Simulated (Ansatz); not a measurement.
Space group P6_3/mmc (No. 194). a = 2.801 Å, b = 2.801 Å, c = 9.193 Å, α = 90.00°, β = 90.00°, γ = 120.00°
| atom | site | symmetry | x | y | z |
| --- | --- | --- | --- | --- | --- |
| Al | 2a | -3m. | 0.0000 | 0.0000 | 0.0000 |
| Al | 2c | -6m2 | 0.3333 | 0.6667 | 0.2500 |

Equation of state of this Al structure (not necessarily the ground state), with shape and atoms relaxed at each volume where symmetry leaves them free. It has no gap at any of these volumes. Method: DFT PBEsol+D3(BJ), scalar-relativistic, plane waves, PAW (Ansatz 0.2.0).

Settings: cutoff 420 eV, Γ-centred mesh 18×18×6 on the computed 4-atom cell, Gaussian smearing of 0.10 eV; no spin polarisation.

| V (Å³/atom) | E − E(largest V) (meV/atom) | P (GPa) |
| --- | --- | --- |
| 13.742 | 41.39 | 15.08 |
| 14.211 | 4.49 | 10.34 |
| 14.679 | -19.67 | 6.32 |
| 15.148 | -33.00 | 2.90 |
| 15.616 | -37.12 | -0.02 |
| 16.085 | -33.36 | -2.51 |
| 16.553 | -22.85 | -4.64 |
| 17.178 | 0.00 | -6.98 |

Question: Fit a third-order Birch–Murnaghan equation to E(V).

Answer: V0 = 15.61 Å³/atom, B0 = 90 GPa, B0' = 4.2.

This form isn't the element's structure at ambient conditions.